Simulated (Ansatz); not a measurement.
CsSrF₃ (cubic perovskite)

```
CsSrF3
1.0
    4.76395     0.00000     0.00000
    0.00000     4.76395     0.00000
    0.00000     0.00000     4.76395
Cs Sr F
1 1 3
Direct
  0.00000   0.00000   0.00000
  0.50000   0.50000   0.50000
  0.00000   0.50000   0.50000
  0.50000   0.00000   0.50000
  0.50000   0.50000   0.00000
```

The relaxed cell is deformed in two ways at once: its volume V is scaled, and at that volume it is stretched along z (the c axis of the conventional cell) so that c/a changes. Fractional atomic positions are held.

Level of theory: r2SCAN (plane waves to 500 eV, PAW, scalar-relativistic; Ansatz, a quantum-chemistry and plane-wave program). k mesh 7×7×7 (Γ-centred), Fermi-Dirac smearing 0.05 eV. Stress and pressure are positive under compression. CsSrF3 was relaxed with its symmetry unable to fall.

At one point of the scan the stress tensor (GPa) is:

```
  -0.09     0.00     0.00
   0.00    -0.09     0.00
   0.00     0.00    -2.76
```

### Question
Which point is it?
(A) V/V₀ = 1.040, (c/a)/(c/a)₀ = 1.000
(B) V/V₀ = 1.027, (c/a)/(c/a)₀ = 1.040
(C) V/V₀ = 1.013, (c/a)/(c/a)₀ = 1.000
(D) V/V₀ = 1.040, (c/a)/(c/a)₀ = 0.987

### Answer
B, V/V₀ = 1.027, (c/a)/(c/a)₀ = 1.040

(A scan under strain: stresses follow from slopes of the energy per volume, elastic moduli from its curvatures.)
